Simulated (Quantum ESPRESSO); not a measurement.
Band energies of MgTe

```xyz
2
Lattice="0.0000 3.2193 3.2193 3.2193 0.0000 3.2193 3.2193 3.2193 0.0000" Properties=species:S:1:pos:R:3 pbc="T T T"
Mg     0.0000     0.0000     0.0000
Te     1.6096     1.6096     1.6096
```

PBE (Quantum ESPRESSO, PseudoDojo norm-conserving, 84 Ry, scalar-relativistic); path ΓXWKΓLUWLK,UX; energies in eV from the valence-band maximum.

| k (1/Å) | point | band 9 | band 10 | band 11 | band 12 | band 13 | band 14 | band 15 | band 16 |
|---|---|---|---|---|---|---|---|---|---|
| 0.00 | Γ | -35.14 | -10.23 | 0.00 | 0.00 | 0.00 | 2.46 | 5.48 | 5.48 |
| 0.33 |  | -35.14 | -10.05 | -1.18 | -0.37 | -0.37 | 3.83 | 4.63 | 6.28 |
| 0.65 |  | -35.14 | -9.65 | -2.53 | -0.95 | -0.95 | 3.42 | 3.92 | 7.89 |
| 0.98 | X | -35.14 | -9.42 | -3.07 | -1.19 | -1.19 | 2.84 | 3.55 | 9.68 |
| 1.46 | W | -35.14 | -9.42 | -2.71 | -1.90 | -1.47 | 4.59 | 5.68 | 6.22 |
| 1.81 | K | -35.14 | -9.44 | -2.83 | -1.96 | -0.96 | 3.46 | 5.25 | 7.97 |
| 2.12 |  | -35.14 | -9.61 | -2.66 | -1.67 | -0.50 | 4.27 | 5.86 | 6.27 |
| 2.43 |  | -35.14 | -9.96 | -1.76 | -0.69 | -0.12 | 4.02 | 5.25 | 5.88 |
| 2.84 | Γ | -35.14 | -10.23 | 0.00 | 0.00 | 0.00 | 2.46 | 5.48 | 5.48 |
| 3.16 |  | -35.14 | -10.06 | -1.40 | -0.15 | -0.15 | 3.41 | 5.64 | 5.78 |
| 3.48 |  | -35.14 | -9.73 | -2.91 | -0.37 | -0.37 | 3.33 | 5.65 | 5.65 |
| 3.69 | L | -35.14 | -9.63 | -3.25 | -0.42 | -0.42 | 3.24 | 5.54 | 5.54 |
| 3.79 |  | -35.14 | -9.62 | -3.22 | -0.57 | -0.45 | 3.41 | 5.40 | 5.64 |
| 4.19 |  | -35.14 | -9.46 | -2.81 | -1.96 | -0.88 | 3.62 | 5.68 | 7.24 |
| 4.29 | U | -35.14 | -9.44 | -2.83 | -1.96 | -0.96 | 3.46 | 5.25 | 7.97 |
| 4.52 |  | -35.14 | -9.42 | -2.75 | -1.91 | -1.34 | 4.27 | 5.41 | 6.55 |
| 4.63 | W | -35.14 | -9.42 | -2.71 | -1.90 | -1.47 | 4.59 | 5.68 | 6.22 |
| 4.83 |  | -35.14 | -9.46 | -2.79 | -1.87 | -1.12 | 4.51 | 5.23 | 6.44 |
| 5.12 |  | -35.14 | -9.59 | -3.15 | -0.90 | -0.54 | 3.79 | 5.12 | 5.94 |
| 5.32 | L | -35.14 | -9.63 | -3.25 | -0.42 | -0.42 | 3.24 | 5.54 | 5.54 |
| 5.49 |  | -35.14 | -9.60 | -3.18 | -0.80 | -0.50 | 3.67 | 5.22 | 5.82 |
| 5.75 |  | -35.14 | -9.49 | -2.87 | -1.81 | -0.80 | 3.77 | 5.77 | 6.97 |
| 5.92 | K | -35.14 | -9.44 | -2.83 | -1.96 | -0.96 | 3.46 | 5.25 | 7.97 |
| 5.92 | U | -35.14 | -9.44 | -2.83 | -1.96 | -0.96 | 3.46 | 5.25 | 7.97 |
| 6.26 | X | -35.14 | -9.42 | -3.07 | -1.19 | -1.19 | 2.84 | 3.55 | 9.68 |

The PBE gap is direct, 2.46 eV at Γ.

Spin-orbit coupling is left out, which matters for elements this heavy: edges can move by tenths of an eV.

Geometry relaxed with PBEsol.

This is not the ordinary phase of the substance; no match was found in the copy of COD used, and its stability was not checked.
